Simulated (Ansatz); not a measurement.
NaF:
```cif
data_F2Na2
_chemical_formula_sum 'Na2 F2'
_space_group_name_H-M_alt 'P63/mmc'
_space_group_IT_number 194
_space_group_name_Hall '-P 6c 2c'
_cell_length_a 3.89224
_cell_length_b 3.89224
_cell_length_c 4.58455
_cell_angle_alpha 90.000
_cell_angle_beta 90.000
_cell_angle_gamma 120.000
loop_
_atom_site_label
_atom_site_type_symbol
_atom_site_symmetry_multiplicity
_atom_site_Wyckoff_symbol
_atom_site_fract_x
_atom_site_fract_y
_atom_site_fract_z
_atom_site_occupancy
Na1 Na 2 d 0.66667 0.33333 0.25000 1
F1 F 2 c 0.33333 0.66667 0.25000 1
```

Relaxed with PBEsol.

### Question
Decompose the optical modes at the zone centre into irreducible representations, and say which are infrared and Raman allowed.

### Answer
Point group 6/mmm: Γ_opt = A2u + 2B1g + E1u + 2E2g. Infrared: A2u, E1u. Raman: E2g.

### Question
Assign frequencies (DFPT, DFT-PBEsol in the program Ansatz with PAW potentials; without the LO–TO term).

### Answer
E2g 143, B1g 237, A2u 251, E1u 271, E2g 272, B1g 289 cm⁻¹.

Subscripts of B labels follow the axes of the standard setting.

Space group P6_3/mmc. The start of the workflow was typed in or built on a structure type; neither database checked (COD, Materials Project) lists it. It is not the phase usual at ambient conditions (space group No. 225). The cell was relaxed with PBEsol under the symmetry of its start; phonons on a q-mesh show no instability.

Potentials: the later of the program's two PAW sets.
